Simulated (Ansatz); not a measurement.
Total density of states per atom from the program Ansatz at the PBE+D3(BJ) level (PAW), in 0.25 eV bins, energy from the Fermi level:

```csv
E (eV),states/eV/atom
-7.85,0.11
-7.60,0.13
-7.35,0.14
-7.10,0.15
-6.85,0.17
-6.60,0.19
-6.35,0.21
-6.10,0.25
-5.85,0.30
-5.60,0.40
-5.35,0.65
-5.10,1.05
-4.85,1.18
-4.60,1.62
-4.35,2.21
-4.10,1.95
-3.85,1.92
-3.60,2.67
-3.35,3.18
-3.10,3.92
-2.85,2.90
-2.60,2.59
-2.35,3.40
-2.10,2.94
-1.85,3.68
-1.60,3.52
-1.35,0.41
-1.10,0.38
-0.85,0.35
-0.60,0.33
-0.35,0.32
-0.10,0.30
0.15,0.29
0.40,0.28
0.65,0.27
0.90,0.27
1.15,0.26
1.40,0.26
1.65,0.25
1.90,0.24
2.15,0.23
2.40,0.22
2.65,0.20
2.90,0.19
3.15,0.17
3.40,0.16
3.65,0.14
3.90,0.14
4.15,0.25
4.40,0.29
4.65,0.28
```

Question: Which of these materials gives this?
A. Cu, fcc (Cu type)
B. Sr, fcc (Cu type)
C. Rh, fcc (Cu type)
D. Cs, bcc (W type)

Answer: A, Cu, fcc (Cu type). Within 0.5 eV of the Fermi level: Cu 4s 42 %, Cu 3d 36 %, outside the projected shells 22 %. Projections are on Löwdin-orthogonalised atomic valence shells; empty p or d shells of many metals are not among them.

Space group Fm-3m (fcc (Cu type)). Symmetry was held in the PBE+D3(BJ) relaxation. The run is not spin-polarised. The pairwise dispersion correction was not fitted to metals.

Potentials: the later of the program's two PAW sets.
